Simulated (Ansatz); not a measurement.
NbP:
```xyz
2
Lattice="3.0623 0.0000 0.0000 0.0000 3.0623 0.0000 0.0000 0.0000 3.0623" Properties=species:S:1:pos:R:3 pbc="T T T"
Nb     0.0000     0.0000     0.0000
P      1.5312     1.5312     1.5312
```

Relaxed with LDA.

### Question
List the phonon frequencies at the special points (DFPT on a 4×4×4 q-mesh, Fourier-interpolated; DFT-LDA in the program Ansatz with PAW potentials).

### Answer
In cm⁻¹; no LO–TO term at Γ, as the run had none.

| q | frequencies |
|---|---|
| Γ | 0 0 0 214 214 214 |
| X | 115 115 226 246 246 314 |
| M | 147 164 178 178 221 221 |
| R | 151 151 151 310 310 310 |

Space group Pm-3m (CsCl type). The cell is a constructed one: a structure type filled with these elements; neither database checked (COD, Materials Project) lists it. COD files the formula under space group No. 141, so this cell is another polymorph or a model. Its standing as an ambient phase is unchecked. Symmetry was held in the LDA relaxation; phonons on a q-mesh show no instability. No spin polarisation was allowed. As this level gives no gap, phonon frequencies hold no LO–TO term and depend on the k-mesh and smearing (Fermi–Dirac, 0.1 eV here).

Potentials: the later of the program's two PAW sets.
